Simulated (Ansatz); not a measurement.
# Zn: frozen-core PAW against all-electron methods

```
Zn
1.0
     2.66480    0.00000    0.00000
    -1.33240    2.30778    0.00000
     0.00000    0.00000    4.94670
Zn
2
Direct
  0.33333 0.66667 0.25000
  0.66667 0.33333 0.75000
```

Atoms are numbered in the order listed.

The cell comes from COD entry 9008522, which wasn't checked; take it as a given geometry.

Levels of theory: DFT, PBEsol, PAW with Ansatz's default frozen-core files, scalar-relativistic (Ansatz 0.2.0); DFT, PBEsol, all-electron LAPW, scalar-relativistic (Ansatz 0.2.0).

For PAW: a Γ-centred 16×16×8 k mesh, Fermi–Dirac smearing of 0.03 eV, cutoff 420 eV, no spin polarisation; the PAW files were made with PBE, and the program remakes their frozen cores for this functional. LAPW targets a basis error of 0.25 meV/atom. The Ansatz runs share mesh, smearing and spin set-up. Plane-wave (PAW) pressures include the program's estimate of the Pulay term.

Stress and pressure are positive in compression.

Levels count from the Fermi level.

PAW results:

| quantity | PAW |
| --- | --- |
| pressure (GPa) | -5.50 |
| stress xx (GPa) | -5.70 |
| stress zz (GPa) | -5.11 |
| highest filled level at A (eV) | -7.185 |
| lowest empty level at A (eV) | 4.509 |
| highest filled level at K (eV) | -0.059 |
| lowest empty level at K (eV) | 0.078 |
| highest filled level at M (eV) | -2.227 |
| lowest empty level at M (eV) | 2.534 |

(1) What does all-electron LAPW give for the same quantities?

Answers

(1) 
| quantity | LAPW |
| --- | --- |
| pressure (GPa) | -5.49 |
| stress xx (GPa) | -5.68 |
| stress zz (GPa) | -5.11 |
| highest filled level at A (eV) | -7.173 |
| lowest empty level at A (eV) | 4.509 |
| highest filled level at K (eV) | -0.058 |
| lowest empty level at K (eV) | 0.078 |
| highest filled level at M (eV) | -2.226 |
| lowest empty level at M (eV) | 2.535 |
